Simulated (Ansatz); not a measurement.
MgMnGe in space group P4/nmm (No. 129; Mn on 2a, Ge on 2c, Mg on 2c), PBE in the plane-wave PAW code Ansatz, all energies at zero smearing, with the estimated change up to a 700 eV cutoff added, with one set of potentials and settings (totals compare only within such a set). Cell of 12 atoms (4 Mn, 4 Ge, 4 Mg): -40472.881 eV.

| element | reference phase | E (eV/atom) |
|---|---|---|
| Mn | I-43m, 29 atoms in the cell, spin-polarised | -3898.8617 |
| Ge | Fd-3m, 2 atoms in the cell | -4294.9847 |
| Mg | P6_3/mmc, 2 atoms in the cell | -1923.8026 |

Formation energy per atom, worked out: (-40472.881 − 4×(-3898.8617) − 4×(-4294.9847) − 4×(-1923.8026))/12 = -0.190 eV/atom (-18 kJ per mol of atoms), at 0 K, without zero-point energy or fitted corrections.

The workflow started from an entry of the Crystallography Open Database (COD). Whether it is the stable phase at ambient conditions was not checked. Symmetry was held in the PBE relaxation, as lowered by the spin order; whether a distortion lowers the energy is not shown. Magnetic state: antiferromagnetic, chosen from 5 collinear starts compared on coarse meshes (ties went to the first, and starts can fall back to one state), not a proven ground state. The references are the lowest solids computed at this level, not always the standard phases.

Potentials: the later of the program's two PAW sets.
